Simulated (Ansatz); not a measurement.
InSb (zinc blende, space group No. 216) at seven volumes, PBEsol (plane waves, PAW; program Ansatz), scaled uniformly. One row is withheld.

```tsv
V (Å³/atom)	P (GPa)
31.515	5.06
32.554	3.08
33.593	?
34.632	0.01
35.671	-1.17
36.710	-2.16
37.749	-2.98
```

Task: Fit the shown pressures and predict the withheld one.

Result: Third-order Birch–Murnaghan: P = (3/2)B₀(x^(7/2) − x^(5/2))[1 + (3/4)(B′ − 4)(x − 1)] with x = (V₀/V)^(2/3). Least squares on the six rows gives V₀ = 34.639 Å³/atom, B₀ = 42.66 GPa, B′ = 4.80. At V = 33.593, x = 1.0207 and P = 1.41 GPa. The run itself gave 1.41 GPa.

Space group F-43m (zinc blende). The cell was relaxed with PBEsol under the symmetry of its start. Spin–orbit coupling is left out wherever it is not named.

Potentials: the earlier of the program's two PAW sets. The files were generated under PBE; for other functionals the program regenerates the frozen cores, and for LDA and PBEsol the local potential too.
